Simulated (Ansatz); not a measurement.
Relaxed Ag (fcc, Cu type):

```
CELL_PARAMETERS angstrom
      4.05439     0.00000     0.00000
      0.00000     4.05439     0.00000
      0.00000     0.00000     4.05439
ATOMIC_POSITIONS crystal
  Ag 0.00000 0.00000 0.00000
  Ag 0.50000 0.50000 0.00000
  Ag 0.50000 0.00000 0.50000
  Ag 0.00000 0.50000 0.50000
```

In each cell atom 1 (Ag, nearest neighbour Ag at 2.867 Å; its periodic images, 4.1 Å or more away, move with it) moves by s·(0.577, 0.577, 0.577) (along Cartesian [111]), the rest being held.

All values below come from PBEsol (plane waves to 420 eV, PAW, scalar-relativistic; Ansatz, a program for electronic structure). k mesh 9×9×9 (Γ-centred), Fermi-Dirac smearing 0.05 eV. The energy includes the smearing's −TS. With partly filled bands, energies and forces of such displacements shift with the k mesh and the smearing. On this mesh the relaxed cell isn't quite at rest: it carries a pressure of -0.2 GPa (compression positive) at the zero of the scan. Ag was relaxed with its symmetry unable to fall. The zero of ΔE is the undisplaced structure. The last digit holds for this mesh only.

```csv
s (Å),ΔE (meV/cell)
-0.860,3815.4
-0.688,withheld
-0.516,985.9
-0.344,384.8
-0.172,88.2
0.000,0.0
0.172,88.2
0.344,384.8
0.516,985.9
0.688,withheld
0.860,3815.4
```

Task: Fit an even polynomial form (powers 2, 4, 6) to the given rows and predict ΔE at s = 0.688.

Result: Least squares on the 9 given rows: ΔE = (2892)·s² + (3034)·s⁴ + (41.69)·s⁶, in meV/cell with s in Å; root-mean-square residual 0.01 meV/cell. At 0.688 the fit gives 2053.1 meV/cell; the calculation gives 2053.9 meV/cell, so the interpolation is off by -0.8 (-0.0 %). The quadratic term alone would give 1368.9 meV/cell.

(For displaced atoms, the force is minus the slope of the energy, and its curvature is a force constant, which sets phonon frequencies.)
